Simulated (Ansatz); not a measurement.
BN:
```
CELL_PARAMETERS angstrom
      3.73741     0.00000     0.00000
     -1.86871     3.23670     0.00000
      0.00000     0.00000     7.81417
ATOMIC_POSITIONS crystal
  B  0.00005 0.00005 0.50000
  B  0.99995 0.00000 0.83333
  B  0.00000 0.99995 0.16667
  N  0.99989 0.99989 0.00000
  N  0.00011 0.00000 0.33333
  N  0.00000 0.00011 0.66667
```

Relaxed with r²SCAN+D4. DFT-r²SCAN+D4 in the program Ansatz with PAW potentials gives a gap of 3.02 eV.

Q: What gap does HSE06 give on the same cell (Ansatz, PAW)?

A: 3.74 eV, 0.72 eV more. The hybrid was solved on a coarser mesh and at special points; its gap is the smallest among all of these.

```tsv
k	v1 r²SCAN+D4	c1 r²SCAN+D4	v1 HSE06	c1 HSE06
Γ	-1.24	4.37	(withheld)	(withheld)
A	0.00	5.12	(withheld)	(withheld)
K	-2.04	5.97	(withheld)	(withheld)
H	-0.59	3.61	(withheld)	(withheld)
M	-1.48	5.47	-1.57	6.27
L	-0.18	3.02	-0.19	3.74
```

Q: Top valence (v1) and lowest conduction level (c1) in eV from each method's valence maximum (which need not be a listed point): supply the withheld HSE06 values.

A: 
- Γ, v1 HSE06: -1.33
- Γ, c1 HSE06: 5.16
- K, v1 HSE06: -2.15
- K, c1 HSE06: 6.78
- A, v1 HSE06: 0.00
- A, c1 HSE06: 5.90
- H, v1 HSE06: -0.62
- H, c1 HSE06: 4.34

Cost on shared cores: the r²SCAN+D4 run (SCF on a 9×9×4 mesh, then bands and DOS) very roughly 70 core-seconds, the HSE06 run (SCF on 5×5×2, then a few points) very roughly 80 core-seconds; the tasks are unlike.

Space group P6/mmm. The start of the workflow was typed in or built on a structure type; neither database checked (COD, Materials Project) lists it. It is not the phase usual at ambient conditions (space group No. 186, 194, 216). The r²SCAN+D4 relaxation kept the symmetry of its start. At this level the phase is mechanically unstable. The volume moved by 88 % from the start of the relaxation. Point labels and valley counts follow the cell and symmetry of the run, lower than the named group.

Potentials: the later of the program's two PAW sets.
